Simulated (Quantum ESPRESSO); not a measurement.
# SnRh3Au2MoRu: input and log of a self-consistent run

Computed values, not a measurement. The program is pw.x of Quantum ESPRESSO 7.5 (plane-wave density functional theory). The cell is made up: eight metal atoms on a face-centred cubic lattice, with elements, volume, strain and displacements drawn at random and not relaxed, so it may be unstable or far from any real phase. PseudoDojo standard norm-conserving files set the functional (PBE unless stated); there is no spin polarisation or spin-orbit coupling, the Fermi-Dirac width of 0.25 eV means electrons at about 2900 K, and the masses in the input are unused placeholders. The tin pseudopotential is less sure than most, with forces differing by about three percent from a second method on plain tin. Heavy elements are run without spin-orbit coupling, which real alloys of them have. A spin test at this wide smearing found no moment, but such smearing suppresses magnetism that the real alloy may have.

Input:

```
&control calculation='scf', pseudo_dir='./dojo.nc.sr.pbe.v0_5.standard.upf', outdir='./o', disk_io='minimal', tprnfor=.true., tstress=.true. /
&system ibrav=0, nat=8, ntyp=5, nbnd=83, ecutwfc=87.97787729, nosym=.true., tot_charge=0,
 occupations='smearing', smearing='fd', degauss=0.0183746611
/
&electrons conv_thr=1.470e-08, electron_maxstep=70, mixing_beta=0.5 /
ATOMIC_SPECIES
Au 1.0 Au.upf
Mo 1.0 Mo.upf
Rh 1.0 Rh.upf
Ru 1.0 Ru.upf
Sn 1.0 Sn.upf
CELL_PARAMETERS angstrom
0.0 0.0 -3.9651
-3.9651 0.0 0.0
1.9825 7.9302 1.9825
ATOMIC_POSITIONS angstrom
Sn -0.0366 0.0487 0.0348
Rh -1.9686 1.9688 -0.0081
Rh 0.066 4.041 0.0073
Au -1.9816 5.96 0.0404
Au -1.9184 -0.0039 -2.0486
Mo 0.0232 1.9425 -2.0811
Ru -2.0118 3.8944 -1.9146
Rh -0.0241 5.9231 -1.9032
K_POINTS automatic
6 6 3 1 1 1
```

The log is shortened where brackets say so; the opening notice, blank lines, dates and the lines on written files are dropped, and the path of the files is cut. It prints rydbergs, bohrs and kilobars, and counts compression as positive stress. Its total energy is the free energy E - TS of the whole cell.

```
     Program PWSCF v.7.5
     Parallel version (MPI & OpenMP), running on       4 processor cores
     Number of MPI processes:                 4
     Threads/MPI process:                     1
     [start-up lines left out]
     bravais-lattice index     =            0
     lattice parameter (alat)  =       7.4930  a.u.
     unit-cell volume          =     841.3739 (a.u.)^3
     number of atoms/cell      =            8
     number of atomic types    =            5
     number of electrons       =       133.00
     number of Kohn-Sham states=           83
     kinetic-energy cutoff     =      87.9779  Ry
     charge density cutoff     =     351.9115  Ry
     scf convergence threshold =      1.5E-08
     mixing beta               =       0.5000
     number of iterations used =            8  plain     mixing
     Exchange-correlation= PBE
                           (   1   4   3   4   0   0   0)
     [axes and pseudopotential details left out]
   Cartesian axes
     site n.     atom                  positions (alat units)
         1        Sn     tau(   1) = (  -0.0092305   0.0122822   0.0087766  )
         2        Rh     tau(   2) = (  -0.4964818   0.4965322  -0.0020428  )
         3        Rh     tau(   3) = (   0.0166452   1.0191420   0.0018411  )
         4        Au     tau(   4) = (  -0.4997604   1.5031147   0.0101889  )
         5        Au     tau(   5) = (  -0.4838213  -0.0009836  -0.5166578  )
         6        Mo     tau(   6) = (   0.0058511   0.4898994  -0.5248544  )
         7        Ru     tau(   7) = (  -0.5073769   0.9821694  -0.4828630  )
         8        Rh     tau(   8) = (  -0.0060780   1.4938085  -0.4799879  )
     number of k points=    54  Fermi-Dirac smearing, width (Ry)=  0.0184
                       cart. coord. in units 2pi/alat
        k(    1) = (  -0.0833333   0.1249989  -0.0833333), wk =   0.0370370
        k(    2) = (  -0.0833333  -0.2083344  -0.0833333), wk =   0.0370370
     [further k points left out]
     Dense  grid:    93881 G-vectors     FFT dimensions: (  45,  45,  96)
     Estimated max dynamical RAM per process >     389.76 MB
     Estimated total dynamical RAM >       1.46 GB
     Initial potential from superposition of free atoms
     starting charge     132.9941, renormalised to     133.0000
     Starting wfcs are   79 randomized atomic wfcs +    4 random wfcs
     total cpu time spent up to now is        4.3 secs
     per-process dynamical memory:   307.2 Mb
     Self-consistent Calculation
     iteration #  1     ecut=    87.98 Ry     beta= 0.50
     Davidson diagonalization with overlap
     ethr =  1.00E-02,  avg # of iterations =  3.0
     total cpu time spent up to now is       15.2 secs
     total energy              =   -1796.10875029 Ry
     estimated scf accuracy    <       1.57642313 Ry
     iteration #  2     ecut=    87.98 Ry     beta= 0.50
     Davidson diagonalization with overlap
     ethr =  1.19E-03,  avg # of iterations =  3.3
     total cpu time spent up to now is       26.6 secs
     total energy              =   -1795.35530284 Ry
     estimated scf accuracy    <      13.92878313 Ry
     iteration #  3     ecut=    87.98 Ry     beta= 0.50
     Davidson diagonalization with overlap
     ethr =  1.19E-03,  avg # of iterations =  2.5
     total cpu time spent up to now is       37.0 secs
     total energy              =   -1796.20215678 Ry
     estimated scf accuracy    <       6.95056250 Ry
     iteration #  4     ecut=    87.98 Ry     beta= 0.50
     Davidson diagonalization with overlap
     ethr =  1.19E-03,  avg # of iterations =  2.0
     total cpu time spent up to now is       46.1 secs
     total energy              =   -1796.65208491 Ry
     estimated scf accuracy    <       1.78475526 Ry
     iteration #  5     ecut=    87.98 Ry     beta= 0.50
     Davidson diagonalization with overlap
     ethr =  1.19E-03,  avg # of iterations =  1.1
     total cpu time spent up to now is       54.4 secs
     total energy              =   -1796.63261239 Ry
     estimated scf accuracy    <       3.78385378 Ry
     [iterations 6 to 12 left out]
     iteration # 13     ecut=    87.98 Ry     beta= 0.50
     Davidson diagonalization with overlap
     ethr =  1.20E-08,  avg # of iterations =  1.2
     total cpu time spent up to now is      122.5 secs
     total energy              =   -1796.81717248 Ry
     estimated scf accuracy    <       0.00000114 Ry
     iteration # 14     ecut=    87.98 Ry     beta= 0.50
     Davidson diagonalization with overlap
     ethr =  8.61E-10,  avg # of iterations =  2.0
     total cpu time spent up to now is      132.0 secs
     total energy              =   -1796.81717266 Ry
     estimated scf accuracy    <       0.00000018 Ry
     iteration # 15     ecut=    87.98 Ry     beta= 0.50
     Davidson diagonalization with overlap
     ethr =  1.39E-10,  avg # of iterations =  1.9
     total cpu time spent up to now is      141.0 secs
     total energy              =   -1796.81717268 Ry
     estimated scf accuracy    <       0.00000002 Ry
     iteration # 16     ecut=    87.98 Ry     beta= 0.50
     Davidson diagonalization with overlap
     ethr =  1.53E-11,  avg # of iterations =  2.0
     total cpu time spent up to now is      150.1 secs
     total energy              =   -1796.81717268 Ry
     estimated scf accuracy    <       0.00000002 Ry
     iteration # 17     ecut=    87.98 Ry     beta= 0.50
     Davidson diagonalization with overlap
     ethr =  1.19E-11,  avg # of iterations =  1.1
     total cpu time spent up to now is      158.4 secs
     End of self-consistent calculation
     [lines on levels left out]
!    total energy              =   -1796.81717268 Ry
     estimated scf accuracy    <       0.00000001 Ry
     smearing contrib. (-TS)   =      -0.12599996 Ry
     internal energy E=F+TS    =   -1796.69117272 Ry
     The total energy is F=E-TS. E is the sum of the following terms:
     one-electron contribution =    -429.30931500 Ry
     hartree contribution      =     306.47902134 Ry
     xc contribution           =    -316.88792351 Ry
     ewald contribution        =   -1356.97295556 Ry
     convergence has been achieved in  17 iterations
     Forces acting on atoms (cartesian axes, Ry/au):
     atom    1 type  5   force =     0.03046807   -0.04199591   -0.05548266
     atom    2 type  3   force =    -0.00642317    0.06894912   -0.00778244
     atom    3 type  3   force =    -0.01716810   -0.07157839    0.00995675
     atom    4 type  1   force =     0.01236093   -0.05092398    0.01405245
     atom    5 type  1   force =    -0.03852076    0.00472776    0.04893751
     atom    6 type  2   force =     0.00657223    0.16198811    0.04377919
     atom    7 type  4   force =     0.00923545   -0.04820863   -0.02018488
     atom    8 type  3   force =     0.00347536   -0.02295808   -0.03327592
     Total force =     0.235905     Total SCF correction =     0.000618
     Computing stress (Cartesian axis) and pressure
          total   stress  (Ry/bohr**3)                   (kbar)     P=       79.04
   0.00047601   0.00002729  -0.00003789           70.02        4.01       -5.57
   0.00002729   0.00037077   0.00000030            4.01       54.54        0.04
  -0.00003789   0.00000030   0.00076520           -5.57        0.04      112.56
     init_run     :      4.08s CPU      4.23s WALL (       1 calls)
     electrons    :    150.36s CPU    154.14s WALL (       1 calls)
     forces       :      1.58s CPU      1.58s WALL (       1 calls)
     stress       :      5.62s CPU      5.63s WALL (       1 calls)
     [timing details left out]
     PWSCF        :   2m41.73s CPU   2m45.70s WALL
     JOB DONE.
```

In other units: free energy -24446.943 eV for the cell, pressure 7.90 GPa, largest force component 4.165 eV/Å in size. The run took 167 s of wall time with four MPI processes on a shared machine (AMD EPYC, Zen 5, virtual cores), so the time is rough. A rerun of this cell at a higher cutoff and on a denser mesh moved values by no more than 0.007 eV in energy, 0.05 GPa in stress and 0.010 eV/Å in force, and a second program with other atomic files agreed on that cell to 2 % rms in force and 0.5 GPa in pressure.